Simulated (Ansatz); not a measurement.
## Calculation log, GaAs (F-43m) (phonons)

Method: LDA, PAW on Ansatz 0.2.0's default frozen-core files (fitted under PBE), scalar-relativistic.

Cell and atoms were relaxed beforehand by PAW with this functional.

Launched as:

```sh
ansatz run input.yaml --threads 2 --pin off --max-ram 5120MiB --backend cpu --events-out ev --progress --plain --runs-dir out
```

Input file:

```yaml
crystal:
  lattice:
    - [0.0, 2.80142278006, 2.80142278006]
    - [2.80142278006, 0.0, 2.80142278006]
    - [2.80142278006, 2.80142278006, 0.0]
  atoms:
    - { symbol: Ga, position: [0.0, 0.0, 0.0] }
    - { symbol: As, position: [0.75, 0.75, 0.75] }
kpoints:
  mp_grid: { grid: [8, 8, 8] }
scf:
  occupations: { method: fixed }
hamiltonian:
  xc: lda
  pseudopotentials: { kind: paw }
phonons:
  method: dfpt
  dielectric: true
  rigid_motions: translations
```

Output (shortened where marked):

```
Warning: RAYON_NUM_THREADS=2 ignored (pool sized by the plan → 2); use --threads N
Engine: ansatz 0.2.0, x86_64-unknown-linux-gnu
Pseudopotentials: kind: paw
Pseudopotential: Ga, paw, valence charge 13, recommended cutoff 420 eV (normal), Ga.paw.azcp
Pseudopotential: As, paw, valence charge 15, recommended cutoff 420 eV (normal), As.paw.azcp
Functional definition: SPW92
  exchange = slater_x
  correlation = pw_c
Crystal: 2 atoms, lattice volume = 43.971 Å³
Basis set: ecut = 420 eV, 869 PW (Γ), exchange–correlation on 54×54×54 points (8 copies of the dense FFT grid, shifted against one another)
Bands: 18, of which v1, the nominal top of the filled ones, is band 14 counted from 1 (13 counted from 0)
Symmetry: 24 space group operations
k-points: 95 of 512 (irreducible under 4 space group operations, time reversal used)
Non-local potential: Ga, projectors of the file, l = 0: 2, l = 1: 2, l = 2: 3, l = 3: 1
Non-local potential: As, projectors of the file, l = 0: 2, l = 1: 2, l = 2: 3, l = 3: 1
PAW form: soft (Blöchl's): semilocal exchange-correlation on the pseudo side does not see the compensation charge
PAW frozen core: Ga, regenerated for the run's functional, and the local potential with it (the file was generated under x = pbe(κ = 0.804, μ = 0.2195149727645171), c = pbe(β = 0.06672455060314922))
PAW frozen core: As, regenerated for the run's functional, and the local potential with it (the file was generated under x = pbe(κ = 0.804, μ = 0.2195149727645171), c = pbe(β = 0.06672455060314922))
PAW one-centre angular grid: Ga, 590 points (default); XC on 64 Gauss nodes
PAW one-centre angular grid: As, 590 points (default); XC on 64 Gauss nodes
Initial density: superposition of atomic densities (neutral atoms: chi_scale 0, normalization atom), corrected by the library's trained network
Initial wavefunctions: pseudopotential atomic-orbital guess
Functional: x = slater, c = lda
SCF iter   1: F=—  HF=-8481.295385 eV  |F-HF|=—  |Δ(HF+E_count)|=         —  Δρ=5.03e-3  dr2=7.10e-3  ethr=1.77e-3  ⟨swp⟩=4.8  Hψ=7277  notcnv=0  defer=160
preconditioner: auto → none  [insulator: Δε(μ)=0.462 eV  Ē_g=15.600 eV  n_scr=14 (ndim 8)  ℏωp=23.8 eV  f_vac=0.078  ε∞_Penn≈3.3]
SCF iter   2: F=—  HF=-8481.292461 eV  |F-HF|=—  |Δ(HF+E_count)|=   2.92e-3  Δρ=2.52e-3  dr2=1.05e-3  ethr=2.54e-5  ⟨swp⟩=2.9  Hψ=3883  notcnv=0  defer=180
SCF iter   3: F=—  HF=-8481.292390 eV  |F-HF|=—  |Δ(HF+E_count)|=   7.14e-5  Δρ=6.97e-4  dr2=1.90e-4  ethr=3.74e-6  ⟨swp⟩=2.0  Hψ=2765  notcnv=0  defer=180
SCF iter   4: F=—  HF=-8481.292306 eV  |F-HF|=—  |Δ(HF+E_count)|=   8.42e-5  Δρ=2.59e-4  dr2=1.24e-5  ethr=6.80e-7  ⟨swp⟩=2.0  Hψ=2765  notcnv=0  defer=180
SCF iter   5: F=—  HF=-8481.292305 eV  |F-HF|=—  |Δ(HF+E_count)|=   9.19e-7  Δρ=1.55e-5  dr2=8.77e-8  ethr=4.41e-8  ⟨swp⟩=2.0  Hψ=2187  notcnv=0  defer=1
SCF iter   6: F=—  HF=-8481.292303 eV  |F-HF|=—  |Δ(HF+E_count)|=   2.18e-6  Δρ=3.84e-6  dr2=3.38e-9  ethr=3.13e-10  ⟨swp⟩=2.1  Hψ=2599  notcnv=0
SCF iter   7: F=-8481.292303 eV  HF=-8481.292303 eV  |F-HF|=6.37e-11  |Δ(HF+E_count)|=  7.08e-10  Δρ=3.12e-7  dr2=2.50e-11  ethr=1.00e-12  ⟨swp⟩=5.8  Hψ=11130  notcnv=0
SCF 1 converged in 7 iterations: F = -8481.292303 eV  dr2 = 2.50e-11
[... 2 lines left out ...]
── the response to a field inside a basis, on 10×10×10 k-points: an SCF that follows is theirs, and a resumed run solves both again ──
Bands: 15, of which v1, the nominal top of the filled ones, is band 14 counted from 1 (13 counted from 0)
k-points: 110
Initial density: handed on by an earlier stage of this run
Initial wavefunctions: pseudopotential atomic-orbital guess (no wavefunctions were taken with the density)
Eigensolver: Dense (110 Hₖ)
SCF iter   1: F=—  HF=-8481.295939 eV  |F-HF|=—  |Δ(HF+E_count)|=         —  Δρ=2.03e-4  dr2=2.15e-5  ethr=1.00e-1
preconditioner: auto → none  [insulator: Δε(μ)=0.520 eV  Ē_g=13.113 eV  n_scr=14 (ndim 8)  ℏωp=23.8 eV  f_vac=0.068  ε∞_Penn≈4.3]
SCF iter   2: F=—  HF=-8481.295931 eV  |F-HF|=—  |Δ(HF+E_count)|=   8.38e-6  Δρ=9.17e-5  dr2=2.27e-6  ethr=7.69e-8
SCF iter   3: F=—  HF=-8481.295930 eV  |F-HF|=—  |Δ(HF+E_count)|=   5.09e-7  Δρ=3.52e-5  dr2=3.92e-7  ethr=8.09e-9
SCF iter   4: F=-8481.295930 eV  HF=-8481.295930 eV  |F-HF|=3.92e-8  |Δ(HF+E_count)|=   7.31e-8  Δρ=7.07e-6  dr2=1.52e-8  ethr=1.40e-9
SCF 1 converged in 4 iterations: F = -8481.295930 eV  dr2 = 1.52e-8
DFPT response loops at Γ: mixed as the last ones told, above
WARN: field response: ε∞ stands inside a basis, on 10×10×10 points; the force constants stand on the 8×8×8 k-mesh, whose period is 8.76 times the interband length at k = (0.0000, 0.0000, 0.0000), direct gap 0.487 eV, under 14: ...
SCF converged after 7 iterations
Free energy (F): -8481.292303 eV
Harris-Foulkes:  -8481.292303 eV  (|F-HF|=6.37e-11)
Internal energy: -8481.292303 eV  (E = F + TS)
E sigma→0 (E₀):  -8481.292303 eV
Fermi energy:    8.244424 eV
--- Per-component energies (eV) ---
  E_band       = -314.886283
  E_kinetic    = 220.959866
  E_local      = -3887.411297  (includes V_loc(G=0)·N_el)
  E_nonlocal   = -238.557224
  E_hartree    = 1958.140795
  E_xc         = -148.319031
  E_vxc        = -138.905737  (∫ρ·V_xc dr)
  E_paw        = -3666.686124  (= ΣΔE_a)
  E_vpaw       = -187.253422  (= ΣTr[D̂ρ^β])
  E_aug_tail   = -0.000107  (compensation charges beyond the density's cutoff)
  E_ewald      = -2723.222891
  E_core_change = 3.803710  (= ΣΔE_core)
  E_smearing   = -0.000000  (= −TS)
  E_closure    = -0.000000  (closes the sum)
  Σ components = -8481.292303   (vs F -8481.292303, Δ=0.00e0)
  k mesh reduced under 4 symmetry operations, with k and −k counted as one. Each operation leaves every solved perturbation unchanged. A smaller set is not considered because the run solves the response to a homogeneous field
  ASR residual: 3.081e-4 → 0.000e0 eV/Å²; symmetrization residual: 5.202e-6 eV/Å²
  ASR residual per site (eV/Å²): 1.01e-4 3.08e-4
  Γ frequencies (cm⁻¹): 0.00 0.00 0.00 269.00 269.00 269.00
  ε∞ (high-frequency dielectric tensor):
       13.995400    -0.000000    -0.000000
       -0.000000    13.995400     0.000000
       -0.000000     0.000000    13.995400
  ε⁰ (static dielectric tensor: ions relaxed, cell fixed):
       15.814937    -0.000000    -0.000000
       -0.000000    15.814937     0.000000
       -0.000000     0.000000    15.814937
  ε⁰ − ε∞ (ionic part):
        1.819537    -0.000000    -0.000000
       -0.000000     1.819537    -0.000000
       -0.000000    -0.000000     1.819537
  softest optical mode at Γ: 269.00 cm⁻¹; the repairs (sum rule, projections) moved no ω² at Γ by more than (1.11 cm⁻¹)²
  Born effective charges Z* (e; rows j = field, columns β = displacement):
    site 0:
         2.06131    0.00000   -0.00000
        -0.00000    2.06131   -0.00000
        -0.00000    0.00000    2.06131
    site 1:
        -2.06131   -0.00000    0.00000
         0.00000   -2.06131    0.00000
         0.00000   -0.00000   -2.06131
  Z* charge neutrality: 3.982e-5 e pre-enforcement
  solved inside a basis spanned on kpoints, on 10×10×10 k-points transformed towards the longest dipole: ε∞ is read to err by 4.0e-2, Z* by 1.6e-2 e (field_mesh: kpoints solves on kpoints); Z* is corrected for what the basis lacks
  optical modes at Γ without the LO–TO term, one row a degenerate level:
      ω (cm⁻¹)  modes    IR ((D/Å)²/amu)
        269.00      3             8.1431
  optical modes at Γ + LO–TO along q̂ = [1.0000, 0.0000, 0.0000]:
      ω (cm⁻¹)  modes    IR ((D/Å)²/amu)
        269.00      2             5.4287
        285.95      1             2.7144
  optical modes at Γ + LO–TO along q̂ = [0.0000, 1.0000, 0.0000]:
      ω (cm⁻¹)  modes    IR ((D/Å)²/amu)
        269.00      2             5.4287
        285.95      1             2.7144
  optical modes at Γ + LO–TO along q̂ = [0.0000, 0.0000, 1.0000]:
      ω (cm⁻¹)  modes    IR ((D/Å)²/amu)
        269.00      2             5.4287
        285.95      1             2.7144
```

The run converged.

**Field response**

Linear response of an insulating crystal by Kohn-Sham DFT to a field and to zone-centre displacements, local fields included; Born charges neutralised; LO modes for wave vectors along x and z; Cartesian axes as in the input.

```
Dielectric electronic (x, y, z)   : 14, 14, 14
Dielectric static (x, y, z)       : 15.81, 15.81, 15.81
Highest phonon with field along x : 286 cm⁻¹
Highest phonon with field along z : 286 cm⁻¹
Highest phonon without field      : 269 cm⁻¹
```

| atom | born charge xx (e) | born charge yy (e) | born charge zz (e) |
| --- | --- | --- | --- |
| Ga1 | 2.061 | 2.061 | 2.061 |
| As2 | -2.061 | -2.061 | -2.061 |

### Zone-centre phonons

Harmonic phonons of a crystal by Kohn-Sham DFT at the given cell, standard atomic masses, acoustic sum rule imposed; negative wavenumbers are unstable modes; optical zone-centre levels upwards with Mulliken labels, activity, and the element with most of the kinetic energy.

* Point group: -43m

```tsv
number	phonon wavenumber (cm⁻¹)	label	infrared	raman	lead element
1	269	T2	yes	yes	Ga
```

Known limits: frozen-core PAW files fitted under PBE, their cores solved anew for the functional of the run; zone-boundary modes aren't tested; field response not resolved by the mesh; no LO-TO term at the zone centre.

It took 35 s on 2 threads of Intel(R) Xeon(R) Platinum 8259CL CPU @ 2.50GHz (Skylake/Cascade Lake) (shared host), peak memory 0.73 GiB.
